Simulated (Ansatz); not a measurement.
HfN (rock salt, Fm-3m) under volume change, PBE (plane waves, PAW; program Ansatz), scaled uniformly.

| V (Å³/atom) | E − E(relaxed) (meV/atom) | P (GPa) |
|---|---|---|
| 10.700 | ___ | ___ |
| 11.053 | ___ | ___ |
| 11.405 | 9.2 | 8.56 |
| 11.758 | 0.0 | 0.00 |
| 12.111 | 8.2 | -7.30 |
| 12.464 | 31.4 | -13.54 |
| 12.816 | 67.2 | -18.86 |

Task: Fill in the missing entries.

Result: 
- 10.700, E − E(relaxed) (meV/atom): 92.3
- 10.700, P (GPa): 30.36
- 11.053, E − E(relaxed) (meV/atom): 38.8
- 11.053, P (GPa): 18.59

Task: What does a third-order Birch–Murnaghan fit give for V₀, B₀ and B′?

Result: V₀ = 11.76 Å³/atom, B₀ = 263 GPa, B′ = 4.3.

Symmetry was held in the PBE relaxation. No spin polarisation was allowed. Scalar-relativistic: spin–orbit coupling is off unless named, which matters more the heavier the elements.

Potentials: the earlier of the program's two PAW sets.
